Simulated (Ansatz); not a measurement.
**Eigenvalues along a path: Mg (hcp type)**

```yaml
crystal:
  lattice:
    - [3.12050, 0.00000, 0.00000]
    - [-1.56025, 2.70244, 0.00000]
    - [0.00000, 0.00000, 5.00730]
  atoms:
    - { symbol: Mg, position: [0.33333, 0.66667, 0.25000] }
    - { symbol: Mg, position: [0.66667, 0.33333, 0.75000] }
```

The base cell comes from a relaxation on PAW files under the same functional.

All numbers are PBE results (scalar-relativistic) from Ansatz 0.2.0, with a Γ-centred 15×15×8 k mesh, Fermi–Dirac smearing of 0.1 eV, no spin polarisation. Methods: LAPW: all electrons, basis error target 1 meV/atom.

This run: volume at 0.92 of the series' base cell.

Path points, in fractions of the reciprocal vectors: Γ (0.000, 0.000, 0.000), M (0.500, 0.000, 0.000), K (0.333, 0.333, 0.000), A (0.000, 0.000, 0.500), L (0.500, 0.000, 0.500), H (0.333, 0.333, 0.500). Levels in eV from the Fermi level; bands 9 to 12, counted from the lowest band of the run. The gap is zero, the pressure 3.54 GPa.

```
# k(1/Å) point b9 b10 b11 b12
0.000 Γ -7.30 -1.75 -1.12 11.30
0.291 - -6.97 -1.46 -0.82 7.67
0.581 - -6.01 -0.58 0.06 3.96
0.872 - -4.43 0.24 0.88 2.01
1.163 M -2.31 -2.25 2.81 3.08
1.330 - -2.21 -2.14 2.90 3.18
1.498 - -1.91 -1.84 2.56 3.19
1.666 - -1.42 -1.33 0.94 3.66
1.834 K -0.76 -0.65 -0.65 4.33
2.169 - -3.50 0.99 1.27 1.76
2.505 - -5.59 -0.19 0.43 4.04
2.840 - -6.87 -1.36 -0.71 7.56
3.176 Γ -7.30 -1.75 -1.12 11.30
3.333 - -7.20 -2.81 0.10 11.37
3.490 - -6.92 -3.97 1.74 9.67
3.647 - -6.45 -4.97 3.53 7.54
3.803 A -5.80 -5.80 5.48 5.48
4.094 - -5.48 -5.48 5.71 5.71
4.385 - -4.54 -4.54 4.99 4.99
4.675 - -2.99 -2.99 1.90 1.90
4.966 L -1.20 -1.20 -0.44 -0.44
5.134 - -1.10 -1.10 -0.34 -0.34
5.302 - -0.82 -0.82 -0.04 -0.04
5.469 - -0.35 -0.35 0.41 0.41
5.637 H 0.15 0.15 0.62 0.62
5.973 - -2.09 -2.09 2.34 2.34
6.308 - -4.12 -4.12 5.07 5.07
6.644 - -5.38 -5.38 5.78 5.78
6.979 A -5.80 -5.80 5.48 5.48
```
